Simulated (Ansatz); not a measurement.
The cell is CrOS (Janus 2H monolayer); cell and atoms were relaxed with r2SCAN. In-plane lattice: a = 2.819 Å, b = 2.819 Å, γ = 120.0°; thickness between the outer nuclei 2.60 Å. Cr is surrounded by 3 O at 1.94 Å and 3 S at 2.24 Å; O is surrounded by 3 Cr at 1.94 Å; S is surrounded by 3 Cr at 2.24 Å.

```
Cr O S
1.0
     2.81907    0.00000    0.00000
    -1.40953    2.44138    0.00000
     0.00000    0.00000   29.43492
Cr O S
1 1 1
Direct
  0.33333 0.66667 0.31130
  0.66667 0.33333 0.34712
  0.66667 0.33333 0.25886
```
The sheet repeats along a and b alone.

4 runs of Ansatz on this cell differ in the functional (and in the settings that go with it). Levels are in eV from each run's valence top; v1 is the last filled band, c1 the first empty one.

Run A, mean stress -4.9 N/m (compression positive):
```
point     v2     v1    c1    c2
    Γ  -1.91   0.00  1.50  1.50
    M  -2.09  -1.14  0.67  0.70
    K  -2.69  -1.12  0.17  1.48
```

Run B, mean stress -3.5 N/m (compression positive):
```
point     v2     v1    c1    c2
    Γ  -2.04   0.00  3.33  3.33
    M  -2.30  -1.21  2.14  2.15
    K  -3.08  -1.03  1.34  3.22
```

Run C, mean stress +15.8 N/m (compression positive):
```
point     v2     v1    c1     c2
    Γ   0.00   0.00  9.18  10.05
    M  -2.48  -1.13  8.25  10.19
    K  -3.91  -2.60  7.49  10.97
```

Run D, mean stress -3.4 N/m (compression positive):
```
point     v2     v1    c1    c2
    Γ  -2.03   0.00  2.58  2.58
    M  -2.29  -1.21  1.41  1.42
    K  -3.06  -1.05  0.64  2.48
```

Task: Match the runs to LDA, HSE06, PBE0, Hartree-Fock.

Result: A is LDA, B is PBE0, C is Hartree-Fock, D is HSE06. In order of the gap: LDA 0.17, HSE06 0.64, PBE0 1.34, Hartree-Fock 7.49 eV.

All values are calculated for a non-magnetic cell, which may be hypothetical.

The program warns that its thresholds are loose for a hybrid's stress.

The meshes of the hybrids are coarse, so their gaps aren't converged to the digits shown.
